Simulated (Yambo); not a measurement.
Absorption of LiCl (rock salt, space group Fm-3m, No. 225) with and without the electron-hole interaction (Yambo, LDA bands; 10×10×10 mesh, 3 valence and 4 conduction bands, static screening with 16 bands and a 4 Ry block, scissor 3.01 eV, Tamm-Dancoff; field along x).

```csv
E (eV),"Im ε, BSE","Im ε, independent quasiparticles"
7.75,0.69,0.09
7.85,0.84,0.09
7.95,1.04,0.10
8.05,1.33,0.10
8.15,1.77,0.11
8.25,2.47,0.12
8.35,3.68,0.13
8.45,6.01,0.13
8.55,10.9,0.15
8.65,20.5,0.16
8.75,25.5,0.17
8.85,15.9,0.19
8.95,8.81,0.21
9.05,5.88,0.24
9.15,5.09,0.27
9.25,4.40,0.31
9.35,3.42,0.37
9.45,3.18,0.47
9.55,3.49,0.61
9.65,3.79,0.82
9.75,3.17,1.14
9.85,2.55,1.58
9.95,2.36,1.95
10.05,2.54,1.97
10.15,2.76,2.35
10.25,3.08,3.39
10.35,3.70,4.37
10.45,4.97,4.54
10.55,5.69,4.36
10.65,4.70,4.73
10.75,3.80,4.69
10.85,3.94,4.25
10.95,4.61,4.36
11.05,4.61,4.77
11.15,4.05,5.68
11.25,3.82,6.42
11.35,3.78,5.83
11.45,4.39,5.57
11.55,5.20,5.35
11.65,5.51,4.62
11.75,5.90,4.67
11.85,6.29,5.44
11.95,5.40,7.08
12.05,4.27,7.97
12.15,3.90,7.94
12.25,3.36,7.75
12.35,3.16,7.68
12.45,3.40,7.29
12.55,4.08,7.04
12.65,4.52,7.77
12.75,4.29,8.09
12.85,4.21,7.22
12.95,4.34,6.78
13.05,4.60,7.17
13.15,3.83,7.72
13.25,3.11,7.65
13.35,2.80,7.16
13.45,3.06,7.15
13.55,3.29,6.67
13.65,3.76,5.61
13.75,3.59,4.82
13.85,3.31,4.72
13.95,2.96,4.94
14.05,2.84,5.29
14.15,2.52,5.60
14.25,2.32,5.82
14.35,2.05,5.82
14.45,2.12,5.40
14.55,1.93,4.91
14.65,1.71,4.54
```

The scissor comes from a G0W0 run whose convergence isn't established. Broadening 0.15 eV. The band window holds all transitions up to 15.0 eV. Fine structure above the onset can come from the mesh.

Geometry relaxed with LDA; primitive cell a = b = c = 3.5103 Å, α = β = γ = 60.00°.
